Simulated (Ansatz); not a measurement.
SiC (CsCl type, Pm-3m) under volume change, the program Ansatz at the PBE level (PAW), scaled uniformly.

| V (Å³/atom) | E − E(relaxed) (meV/atom) | P (GPa) |
|---|---|---|
| 8.376 | 47.2 | 19.92 |
| 8.652 | (withheld) | (withheld) |
| 8.928 | 4.7 | 5.59 |
| 9.204 | 0.0 | -0.01 |
| 9.480 | (withheld) | (withheld) |
| 9.756 | 15.3 | -8.26 |
| 10.032 | 32.4 | -11.47 |

Task: Complete the blanks.

Result: 
- 8.652, E − E(relaxed) (meV/atom): 19.8
- 8.652, P (GPa): 12.14
- 9.480, E − E(relaxed) (meV/atom): 4.2
- 9.480, P (GPa): -4.62

Task: What does a third-order Birch–Murnaghan fit give for V₀, B₀ and B′?

Result: V₀ = 9.21 Å³/atom, B₀ = 166 GPa, B′ = 5.1.

The cell is a constructed one: a structure type filled with these elements; neither database checked (COD, Materials Project) lists it. It is not the phase usual at ambient conditions (space group No. 186, 216). Symmetry was held in the PBE relaxation; whether a distortion lowers the energy is not shown.

Potentials: the later of the program's two PAW sets.
